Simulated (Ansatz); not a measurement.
The elements of this relaxed trial crystal are hidden behind letters.

```
lattice vectors (Å)
  -2.7033    2.7033    2.7033
   2.7033   -2.7033    2.7033
   2.7033    2.7033   -2.7033
fractional positions
X 0.5000 0.5000 0.5000
X 0.0000 0.0000 0.5000
X 0.0000 0.5000 0.0000
X 0.5000 0.0000 0.0000
Z 0.0000 0.0000 0.0000
```

Theory: DFT PBE, scalar-relativistic, plane waves, PAW in Ansatz 0.2.0. Plane waves to 420 eV, a 10×10×10 mesh through Γ for the 5-atom cell and 0.10 eV Gaussian smearing; no spin polarisation.

* Space group: Im-3m (No. 229)
* Conventional cell: a = 5.407 Å
* Volume per atom: 15.80 Å³
* Density: 4.25 g/cm³
* Energy over the elements: +0.24 eV/atom
* Gap on the 10×10×10 mesh of the 5-atom cell: 0 eV (a metal)

Energies are uncorrected and count from the elements' standard states at the same level.

**Question.** X is a d-block element of period 4 and Z is a p-block element of period 2. Which elements are they?

**Answer.** X = Ti, Z = B, so the formula is Ti4B. Density times volume gives a mean mass of 4.25 × 15.80/1.6605 = 40.4 u per atom, and this set has 40.5 u. Among the elements that the hints allow, noble gases aside, only these give it. Around Ti lie 2 B at 2.34 Å and 6 Ti at 2.70 Å; B has 8 Ti at 2.34 Å.

The cell is a metal run without spin; a magnetic state may lie lower. Symmetry constrained the relaxation, so the result can be a saddle point.
